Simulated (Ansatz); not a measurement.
Values for one crystal, relaxed and computed with the program Ansatz at the PBE level (PAW); other levels are named.

| Quantity | Result |
|---|---|
| Volume per atom | 23.70 Å³ |
| Band gap | 0.16 eV (direct) |
| Conduction-band minimum | at Γ |
| Formation energy from the elements (no fitted shifts) | -0.35 eV/atom |
| Valence-band maximum | at Γ |

Which compound is it?
(A) AlAs, zinc blende
(B) MoS2, R3m (Mo on 3a, S on 3a, S on 3a)
(C) MoSe2, P6_3/mmc (Mo on 2c, Se on 4f)
(D) GaAs, zinc blende

D, GaAs, zinc blende

Space group F-43m (zinc blende). The PBE relaxation kept the symmetry of its start. The references are the lowest solids computed at this level, not always the standard phases. Spin–orbit coupling is left out wherever it is not named.

Potentials: the earlier of the program's two PAW sets.
